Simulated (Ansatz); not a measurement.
# Computed properties of Al₂Au

Al2Au:
```yaml
crystal:
  lattice:
    - [0.00000, 2.97802, 2.97802]
    - [2.97802, 0.00000, 2.97802]
    - [2.97802, 2.97802, 0.00000]
  atoms:
    - { symbol: Al, position: [0.25000, 0.25000, 0.25000] }
    - { symbol: Al, position: [0.75000, 0.75000, 0.75000] }
    - { symbol: Au, position: [0.00000, 0.00000, 0.00000] }
```

Space group Fm-3m (No. 225), fluorite or antifluorite type; conventional cell a = b = c = 5.956 Å, α = β = γ = 90.00°.

Method: DFT-LDA in the program Ansatz with PAW potentials. Structure relaxed to zero pressure with the same functional. Other levels are named where they apply.

### Cell and energy

```
Quantity                                                       Value
-----------------------------------------------------  -------------
Volume per atom                                             17.61 Å³
Density                                                   7.89 g/cm³
Formation energy from the elements (no fitted shifts)  -0.50 eV/atom
```

### Electronic structure

```
Item                                                                         Value
------------------------------------  --------------------------------------------
Electronic character                                             metallic (no gap)
Density of states at the Fermi level  0.30 states/eV per atom (mean over ±0.08 eV)
```

### Mechanics

```
Item                                                                          Result
--------------------------------------------  --------------------------------------
Bulk modulus (Birch–Murnaghan fit)                                           121 GPa
Pressure derivative B′                                                           4.7
Elastic constants (relaxed ions, GPa)               C11 = 162, C12 = 101, C44 = 54.4
Mechanical stability                          stable (all eigenvalues of C positive)
Hill bulk and shear moduli                                          122 and 42.9 GPa
Young's modulus                                                              115 GPa
Poisson's ratio                                                                 0.34
Debye temperature from the elastic constants                                   300 K
```

### Phonons

```
Quantity                                        Value
-----------------------------  ----------------------
Highest zone-centre frequency               268 cm^-1
Zone-centre stability          no imaginary mode at Γ
```

The LDA relaxation kept the symmetry of its start. As this level gives no gap, shear constants depend on the k-mesh and smearing (Fermi–Dirac, 0.1 eV here). As this level gives no gap, phonon frequencies hold no LO–TO term and depend on the k-mesh and smearing (Fermi–Dirac, 0.1 eV here). The references are the lowest solids computed at this level, not always the standard phases. Scalar-relativistic: spin–orbit coupling is off unless named, which matters more the heavier the elements.

Potentials: the later of the program's two PAW sets.
